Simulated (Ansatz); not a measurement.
YC2 (MoSi2 or CaC2 type, space group No. 139) at seven volumes, PBEsol in the plane-wave PAW code Ansatz, shape and atoms relaxed at each. One row is withheld.

| V (Å³/atom) | P (GPa) |
|---|---|
| 12.245 | 13.77 |
| 12.649 | 8.41 |
| 13.053 | ? |
| 13.457 | 0.00 |
| 13.860 | -3.28 |
| 14.264 | -6.05 |
| 14.668 | -8.38 |

Q: Fit the shown pressures and predict the withheld one.

A: P = (3/2)B₀(x^(7/2) − x^(5/2))[1 + (3/4)(B′ − 4)(x − 1)] with x = (V₀/V)^(2/3). Least squares on the six rows gives V₀ = 13.456 Å³/atom, B₀ = 118 GPa, B′ = 4.50. At V = 13.053, x = 1.0205 and P = 3.84 GPa. The run itself gave 3.86 GPa.

Space group I4/mmm (MoSi2 or CaC2 type). The first step of the workflow began from a Materials Project structure, measured or hypothetical; the Crystallography Open Database files this formula in space group No. 139, but the cells were not matched. Its standing as an ambient phase is unchecked. The PBEsol relaxation kept the symmetry of its start; of distortions, only those at the zone centre were tested. The run is not spin-polarised.

Potentials: the later of the program's two PAW sets.
